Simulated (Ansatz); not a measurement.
Na:
```xyz
1
Lattice="0.0000 2.5547 2.5547 2.5547 0.0000 2.5547 2.5547 2.5547 0.0000" Properties=species:S:1:pos:R:3 pbc="T T T"
Na     0.0000     0.0000     0.0000
```

Relaxed with LDA. Special points in fractions of this cell's reciprocal vectors: Γ (0.000, 0.000, 0.000); X (0.500, 0.000, 0.500); U (0.625, 0.250, 0.625); K (0.375, 0.375, 0.750); L (0.500, 0.500, 0.500); W (0.500, 0.250, 0.750).

Question: List the band energies nearest the Fermi level at these points for plane-wave PAW LDA (Ansatz code).

Answer: In eV from the Fermi level; about four levels below and three above (degenerate sets whole), none deeper than 8.9 eV; … stands for higher levels left out; points with the same levels are listed once.

```
k  below           above
-  -----  --------------
Γ  -3.50               …
X      –  1.90 2.47 6.60
U      –  2.54 2.57 3.59
L      –     0.60 1.04 …
W      –  3.17 3.17 3.28
```

Space group Fm-3m (fcc (Cu type)). This is a known high-pressure phase of the composition, computed here at zero pressure and temperature. The LDA relaxation kept the symmetry of its start; whether a distortion lowers the energy is not shown.

Potentials: the earlier of the program's two PAW sets.
